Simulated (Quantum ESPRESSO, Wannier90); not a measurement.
**GaP (wurtzite): Wannier90 run**

Materials Project entry mp-8882; symmetrised, unrelaxed at this level. Not found in the COD (Crystallography Open Database) copy used, which has the formula in other groups; not checked further. Level: LDA, no spin polarisation, no spin-orbit coupling; pw.x of Quantum ESPRESSO at 64 Ry with PseudoDojo potentials, 12×12×6 k-points, Wannier90. Density: 12×12×6 mesh, cold smearing 0.01 Ry.

```
begin unit_cell_cart
ang
    3.8417199505    0.0000000000    0.0000000000
   -1.9208599753    3.3270270714    0.0000000000
    0.0000000000    0.0000000000    6.3329300000
end unit_cell_cart
mp_grid = 12 12 6
```

Neighbour vectors b of the finite-difference formula (Å⁻¹), by shell:

```csv
shell,b_x,b_y,b_z
1,0.00000,0.15738,0.00000
1,0.13629,0.07869,0.00000
1,0.00000,-0.15738,0.00000
1,0.13629,-0.07869,0.00000
1,-0.13629,-0.07869,0.00000
1,-0.13629,0.07869,0.00000
2,0.00000,0.00000,0.16536
2,0.00000,0.00000,-0.16536
```

Question: Find the weights w_b from the completeness condition Σ_b w_b b_α b_β = δ_αβ.

Answer: Shell 1: Σ b_x² = 0.074, Σ b_y² = 0.074, Σ b_z² = 0.000 Å⁻²
Shell 2: Σ b_x² = 0.000, Σ b_y² = 0.000, Σ b_z² = 0.055 Å⁻²
Each of the three diagonal sums, weighted, has to give 1 and the off-diagonal ones 0, which holds for w_1 = 13.5 Å², w_2 = 18.3 Å². Check on xx: 13.46×0.074 + 18.29×0.000 = 1.00.

On this mesh the 8 functions of bands 11-18 (valence bands; start: s functions at the bond centres, conv_tol = 1.0e-6) end with spreads 2.1133, 2.1133, 2.1441, 2.1133, 2.1441, 2.1133, 2.1133, 2.1133 Å², Ω_I = 15.9283 Å² and Ω_D = 0.0167 Å².

Ω_total is the sum of the spreads, 16.968 Å². Ω_OD = Ω_total − Ω_I − Ω_D = 1.023 Å². Only (Ω_D + Ω_OD)/Ω_total = 6.1 % depends on the gauge, and another start could lower the total by that share at most. The rms radius is √(Ω_total/8) = 1.46 Å.
